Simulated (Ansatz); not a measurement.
Input:

LaGa₃Pd₂:
```cif
data_Ga3LaPd2
_chemical_formula_sum 'La1 Ga3 Pd2'
_space_group_name_H-M_alt 'P6/mmm'
_space_group_IT_number 191
_space_group_name_Hall '-P 6 2'
_cell_length_a 5.43257
_cell_length_b 5.43257
_cell_length_c 4.30799
_cell_angle_alpha 90.000
_cell_angle_beta 90.000
_cell_angle_gamma 120.000
loop_
_atom_site_label
_atom_site_type_symbol
_atom_site_symmetry_multiplicity
_atom_site_Wyckoff_symbol
_atom_site_fract_x
_atom_site_fract_y
_atom_site_fract_z
_atom_site_occupancy
La1 La 1 a 0.00000 0.00000 0.00000 1
Ga1 Ga 3 g 0.50000 0.50000 0.50000 1
Pd1 Pd 2 c 0.33333 0.66667 0.00000 1
```

This is the r²SCAN-relaxed structure.

All from r²SCAN in the plane-wave PAW code Ansatz, unless another level is named. Give the formation energy from the elements (no fitted shifts).

-0.80 eV/atom.

Predict the density of states at the Fermi level.

0.38 states/eV per atom (mean over ±0.08 eV).

The first step of the workflow began from a Materials Project structure, measured or hypothetical; the Crystallography Open Database files this formula in space group No. 191, but the cells were not matched. Whether it is the stable phase at ambient conditions was not checked. The cell was relaxed with r²SCAN under the symmetry of its start; its stability against distortions is not shown here. No spin polarisation was allowed. The references are the lowest solids computed at this level, not always the standard phases. Scalar-relativistic: spin–orbit coupling is off unless named, which matters more the heavier the elements.

Potentials: the earlier of the program's two PAW sets.
